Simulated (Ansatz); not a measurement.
Relaxed CaO (rock salt):

```
CELL_PARAMETERS angstrom
      0.00000     4.79484     4.79484
      2.39742     0.00000     2.39742
      2.39742     2.39742     0.00000
ATOMIC_POSITIONS crystal
  Ca 0.00000 0.00000 0.00000
  Ca 0.50000 0.00000 0.00000
  O  0.25000 0.50000 0.50000
  O  0.75000 0.50000 0.50000
```

A phonon eigenvector at L = (0.5, 0.0, 0.0) is frozen into this cell: atom i moves by Q times the vector below, so Q is the largest atomic displacement, in Å. The cell is held. It is one choice among 2 degenerate patterns. (q is in reciprocal vectors of the primitive cell; the cell shown is doubled to hold the pattern.)

```tsv
atom	x	y	z
Ca1	-0.285	0.520	-0.805
Ca2	0.285	-0.520	0.805
```

Atoms not listed stay in place.

All values below come from r2SCAN (plane waves to 500 eV, PAW, scalar-relativistic; Ansatz, a program for electronic structure). k mesh 6×12×12 (Γ-centred), Fermi-Dirac smearing 0.05 eV. CaO was relaxed with its symmetry unable to fall. 

```json
[
 {"Q (Å)": "-0.180", "−dE/dQ from forces (eV/Å)": "1.807"},
 {"Q (Å)": "-0.150", "−dE/dQ from forces (eV/Å)": "1.495"},
 {"Q (Å)": "-0.120", "−dE/dQ from forces (eV/Å)": "1.190"},
 {"Q (Å)": "-0.090", "−dE/dQ from forces (eV/Å)": "0.888"},
 {"Q (Å)": "-0.060", "−dE/dQ from forces (eV/Å)": "0.590"},
 {"Q (Å)": "-0.030", "−dE/dQ from forces (eV/Å)": "0.295"},
 {"Q (Å)": "0.000", "−dE/dQ from forces (eV/Å)": "0.000"},
 {"Q (Å)": "0.030", "−dE/dQ from forces (eV/Å)": "-0.295"},
 {"Q (Å)": "0.060", "−dE/dQ from forces (eV/Å)": "-0.590"},
 {"Q (Å)": "0.090", "−dE/dQ from forces (eV/Å)": "-0.888"},
 {"Q (Å)": "0.120", "−dE/dQ from forces (eV/Å)": "-1.190"},
 {"Q (Å)": "0.150", "−dE/dQ from forces (eV/Å)": "-1.495"},
 {"Q (Å)": "0.180", "−dE/dQ from forces (eV/Å)": "-1.807"}
]
```

Question: What harmonic wavenumber does the curvature at Q = 0 give?

Answer: 182 cm⁻¹. E″ = 9.81 eV/Å², M = Σ mᵢ|uᵢ|² = 80.2 u, ν̃ = 521.5·√(|E″|/M).

(For displaced atoms, the force is minus the slope of the energy, and its curvature is a force constant, which sets phonon frequencies.)
